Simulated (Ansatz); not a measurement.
A geometry of Zr away from equilibrium: step 2 of the relaxation of a generated cell, Zr placed in the AFLOW prototype A_cI16_220_c (as in Li). The numbers are results of r2SCAN (plane waves to 500 eV, PAW, scalar-relativistic; Ansatz, a quantum-chemistry and plane-wave program), not measurements. Γ-centred k-mesh 7×7×7 on the run's cell (coarser than for final values), Fermi–Dirac smearing 0.05 eV.

```xyz
8
Lattice="-3.6185 3.6185 3.6185 3.6185 -3.6185 3.6185 3.6185 3.6185 -3.6185" Properties=species:S:1:pos:R:3:forces:R:3 pbc="T T T" free_energy=-33559.360 pressure_GPa=-0.3
Zr     1.5679     1.5679     1.5679    0.4728    0.4728    0.4728
Zr    -1.5679     2.0506     1.5679   -0.4728   -0.4728    0.4728
Zr     2.0506     1.5679    -1.5679   -0.4728    0.4728   -0.4728
Zr     1.5679    -1.5679     2.0506    0.4728   -0.4728   -0.4728
Zr     3.3772     3.3772     3.3772    0.4728    0.4728    0.4728
Zr     0.2413     3.8598    -0.2413   -0.4728   -0.4728    0.4728
Zr     3.8598    -0.2413     0.2413   -0.4728    0.4728   -0.4728
Zr    -0.2413     0.2413     3.8598    0.4728   -0.4728   -0.4728
```

Positions in Å, forces in eV/Å, free energy of the cell in eV (comparable only within this code, potentials and settings). Largest force: 0.82 eV/Å, on Zr1, Zr2, Zr3, Zr4, Zr5, Zr6, Zr7, Zr8 (atoms numbered as listed); the geometry lies 0.07 eV/atom above the end of its relaxation.

No spin polarisation in the result.

The run could not lose the symmetry of its start: the end is stationary, and may be a saddle point rather than a minimum.

The end of the path is a generated cell of Zr: the first start was made by placing the elements on the sites of a structure type, and the end was not matched to a known phase here, so it may be hypothetical. Known forms of Zr include space group No. 194.
